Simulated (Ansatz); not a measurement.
Input and command of a plane-wave DFT calculation in Ansatz:

```yaml
crystal:
  lattice:
    - [3.9202438624, 0.0, 0.0]
    - [0.0, 1.8677362531, 1.9640200251]
    - [0.0, -1.8677362531, 1.9640200251]
  atoms:
    - { symbol: Ti, position: [0.0, 0.0503224027, 0.0503224027] }
    - { symbol: Si, position: [0.5, 0.5511775973, 0.5511775973] }
basis:
  ecutwfc: 500
kpoints:
  mp_grid: { grid: [18, 24, 24] }
hamiltonian:
  xc: r2scan
scf:
  occupations: { method: gaussian, width: 0.15 }
output:
  forces: true
  stress: true
  eigenvalues: true
```

```bash
ansatz run input.yaml --threads 1 --pin off --max-ram 2560MiB --backend cpu --events-out ev --progress --plain --runs-dir out
```

Processor: Intel(R) Xeon(R) Processor @ 2.70GHz, 1 thread, on a host shared with other jobs.

Task: How long does it run, and how much memory does it take?

Result: About 80 s on 1 thread of Intel(R) Xeon(R) Processor @ 2.70GHz, on a shared host, peak memory 1.2 GiB. It solves 12 bands at 1570 k points (the mesh reduced by symmetry) with about 719 plane waves, in 7 SCF iterations.
